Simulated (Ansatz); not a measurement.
Wurtzite CdSe, relaxed with r2SCAN. The symmetry is P6_3mc (No. 186, hexagonal); conventional cell a = 4.341 Å, c = 7.077 Å, 28.87 Å³ an atom. Cd has 4 Se at 2.66 Å; Se has 4 Cd at 2.66 Å.

```cif
data_structure
_symmetry_space_group_name_H-M 'P 1'
_symmetry_Int_Tables_number 1
_cell_length_a 4.3407
_cell_length_b 4.3407
_cell_length_c 7.0766
_cell_angle_alpha 90.000
_cell_angle_beta 90.000
_cell_angle_gamma 120.000
_cell_volume 115.47
loop_
_atom_site_label
_atom_site_type_symbol
_atom_site_fract_x
_atom_site_fract_y
_atom_site_fract_z
_atom_site_occupancy
Cd1 Cd 0.33333 0.66667 0.99952 1
Cd2 Cd 0.66667 0.33333 0.49952 1
Se1 Se 0.33333 0.66667 0.37548 1
Se2 Se 0.66667 0.33333 0.87548 1
```

The questions ask for values computed with the PAW code Ansatz on this geometry. Calculated for a static, non-magnetic cell.

Q: What gap does r2SCAN give, and where are the band edges?

A: The r2SCAN gap is direct at Γ: 1.11 eV.

Q: How does the gap change from r2SCAN to PBE (12×12×4)?

A: The PBE gap is direct at Γ: 0.61 eV. The gap differs by -0.49 eV from r2SCAN's.

Q: What does PBE+SOC give for the gap (12×12×4 mesh)?

A: With PBE+SOC the gap is 0.49 eV and direct, at Γ. Spin-orbit coupling itself accounts for -0.118 eV. The gap differs by -0.61 eV from r2SCAN's.

Q: What does HSE06 give for the gap (6×6×4 mesh)?

A: HSE06 gives a direct gap of 1.54 eV at Γ. The gap differs by +0.44 eV from r2SCAN's.

Q: What does PBE0 give for the gap (6×6×4 mesh)?

A: With PBE0 the gap is 2.14 eV and direct, at Γ. The gap differs by +1.04 eV from r2SCAN's.

Q: Roughly how does the cost of the PBE0 run (6×6×4) compare with r2SCAN's (12×12×4)?

A: About 7 times as much (8 core-minutes against 70 core-seconds, on 2 threads of Arm Neoverse V1 (shared host)).

Q: What are ε∞ and the Born charges with r2SCAN?

A: The clamped-ion dielectric constant comes out as 6.37 along x and y, 6.46 along z. Born charges, averaged over directions: Cd +2.23, Se -2.23 e.

Q: What do these levels agree on?

A: r2SCAN covers 53 % of the step from PBE to HSE06, while HSE06 needs about 6 times r2SCAN's rough cost (on a coarser mesh). For gaps to 0.1 eV, spin-orbit coupling (up to 0.118 eV on PBE's least or direct gap) has to be included. Among these functionals the gap stays direct.

Only the levels marked +SOC include spin-orbit coupling.
